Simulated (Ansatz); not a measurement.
TlBr:
```yaml
crystal:
  lattice:
    - [3.97983, 0.00000, 0.00000]
    - [0.00000, 3.97983, 0.00000]
    - [0.00000, 0.00000, 3.97983]
  atoms:
    - { symbol: Tl, position: [0.00000, 0.00000, 0.00000] }
    - { symbol: Br, position: [0.50000, 0.50000, 0.50000] }
```

Relaxed with PBE+D3(BJ).

Problem. Map the valence electron density (e/Å³), cut off at 1 on the plane through (0.000, 0.000, 0.000) spanned by u = [1, 0, 0] and v = [0, 1, 1] in lattice vectors, from plane-wave PAW PBE+D3(BJ) (Ansatz code).

Solution. x is the fraction of u, y of v (the angle between them is 90°; rows are the nearest grid lines); atoms in the plane: Tl at (0.00, 0.00), Br at (0.50, 0.50).
```
y \ x   0.000  0.100  0.200  0.250  0.350  0.450  0.550  0.650  0.750  0.800  0.900   1.00
------  -----  -----  -----  -----  -----  -----  -----  -----  -----  -----  -----  -----
1.00     1.00   1.00   1.00  0.689  0.137  0.041  0.041  0.137  0.689   1.00   1.00   1.00
0.929    1.00   1.00   1.00  0.499  0.113  0.038  0.038  0.113  0.499   1.00   1.00   1.00
0.857    1.00   1.00  0.394  0.218  0.076  0.041  0.041  0.076  0.218  0.394   1.00   1.00
0.786   0.287  0.225  0.131  0.102  0.082  0.085  0.085  0.082  0.102  0.131  0.225  0.287
0.679   0.047  0.057  0.109  0.164  0.352  0.554  0.554  0.352  0.164  0.109  0.057  0.047
0.607   0.037  0.064  0.197  0.353  0.898   1.00   1.00  0.898  0.353  0.197  0.064  0.037
0.536   0.040  0.081  0.295  0.564   1.00  0.468  0.468   1.00  0.564  0.295  0.081  0.040
0.464   0.040  0.081  0.295  0.564   1.00  0.468  0.468   1.00  0.564  0.295  0.081  0.040
0.393   0.037  0.064  0.197  0.353  0.898   1.00   1.00  0.898  0.353  0.197  0.064  0.037
0.321   0.047  0.057  0.109  0.164  0.352  0.554  0.554  0.352  0.164  0.109  0.057  0.047
0.214   0.287  0.225  0.131  0.102  0.082  0.085  0.085  0.082  0.102  0.131  0.225  0.287
0.143    1.00   1.00  0.394  0.218  0.076  0.041  0.041  0.076  0.218  0.394   1.00   1.00
0.0714   1.00   1.00   1.00  0.499  0.113  0.038  0.038  0.113  0.499   1.00   1.00   1.00
0.000    1.00   1.00   1.00  0.689  0.137  0.041  0.041  0.137  0.689   1.00   1.00   1.00
```

The density is the valence pseudo-density with augmentation charge, so density and ELF within about 1 Å of a nucleus are not all-electron values.

Space group Pm-3m (CsCl type). The cell was relaxed with PBE+D3(BJ) under the symmetry of its start; phonons on a q-mesh show no instability. Scalar-relativistic: spin–orbit coupling is off unless named, which matters more the heavier the elements.

Potentials: the later of the program's two PAW sets.
